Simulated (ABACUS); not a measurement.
# Small calculations from the output for Ti (Im-3m, 1 atom in the cell; from COD 9012924)

```xyz
1
Lattice="-1.6410 1.6410 1.6410 1.6410 -1.6410 1.6410 1.6410 1.6410 -1.6410" Properties=species:S:1:pos:R:3 pbc="T T T"
Ti     0.0000     0.0000     0.0000
```

Method: PBEsol, numerical atomic orbitals DZP (confined pseudo-atomic orbitals with Gaussian additions; energy shift 0.01 Ry), PseudoDojo 0.4 standard norm-conserving PBEsol (tails mended) pseudopotentials (ABACUS).

Main settings: basis = DZP numerical atomic orbitals, energy shift 0.01 Ry; KPT = Gamma 14 14 14 0 0 0; basis_type = lcao; ecutwfc = 100 Ry; smearing_method = fd; smearing_sigma = 0.00734986 Ry; potentials = PseudoDojo 0.4 standard norm-conserving PBEsol (tails mended); symmetry = 1.

The starting cell comes from an entry of a crystal-structure database; it serves only as a starting point and was not checked for soundness. The atom-centred basis is finite, which shifts total energies and pressures against plane waves.

With Fermi-Dirac occupations of width kT = 0.1000 eV the run gave E = -1613.4047 eV and F = E − TS = -1613.4832 eV for the cell.

Problem. Extrapolate the energy to zero width, and estimate the density of states at the Fermi level.

Solution. TS = E − F = 0.0785 eV. To second order in the width E rises and F falls by the same amount, so E(0) ≈ (E + F)/2 = -1613.4439 eV. The Sommerfeld expansion gives TS = (π²/3) g (kT)², so g ≈ 3 × 0.0785/(π² × 0.1000²) = 2.39 states/eV for the cell, 2.39 an atom (both spins). This g is a mean over a few kT around the Fermi level on this mesh. It implies a bare coefficient γ = (π²/3) k_B² g = 2.357 × 2.39 = 5.6 mJ/(mol K²) for a mole of atoms, without any enhancement by phonons or spin fluctuations.

The atomic orbitals were generated for these runs; they are not ABACUS's published sets and were checked against plane waves on a few crystals only.

“Tails mended”: in these copies of the files the far tail of each local potential was reset to the Coulomb form.
